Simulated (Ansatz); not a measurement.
The elements of this relaxed trial crystal are hidden behind letters.

```
lattice vectors (Å)
   5.8578    0.0000    0.0000
   0.0000    5.8578    0.0000
   0.0000    0.0000    5.8578
fractional positions
X 0.0000 0.0000 0.0000
Z 0.5000 0.0000 0.5000
Z 0.5000 0.5000 0.0000
Z 0.0000 0.5000 0.5000
Q 0.2594 0.7406 0.7406
Q 0.2594 0.2594 0.2594
Q 0.7406 0.7406 0.2594
Q 0.7406 0.2594 0.7406
```

Method: DFT PBE, scalar-relativistic, plane waves, PAW in Ansatz 0.2.0. Cutoff 420 eV, Γ-centred 6×6×6 mesh (8-atom cell), Gaussian smearing of 0.10 eV, no spin polarisation.

```
Space group                              : P-43m (No. 215)
Conventional cell                        : a = 5.858 Å
Volume per atom                          : 25.13 Å³
Density                                  : 5.15 g/cm³
Formation energy                         : −0.31 eV/atom
Gap on the 6×6×6 mesh of the 8-atom cell : 0 eV (the bands meet within 0.015 eV)
```

Energies are uncorrected and count from the elements' standard states at the same level.

**Question.** X is a p-block element of period 5, Z is a p-block element of period 4 and Q is a p-block element of period 4. Which elements are they?

**Answer.** X = In, Z = Ga, Q = As, so the formula is InGa3As4. Density times volume gives a mean mass of 5.15 × 25.13/1.6605 = 77.9 u per atom, and this set has 78.0 u. Around In lie 4 As at 2.63 Å; around Ga lie 4 As at 2.51 Å; As has 3 Ga at 2.51 Å and 1 In at 2.63 Å. Other sets within the hints have nearly the same mass, so mass alone doesn't settle it; this one was computed.

The zero gap may come from the functional, which often closes small gaps. A structure relaxed within its symmetry needn't be a true minimum.
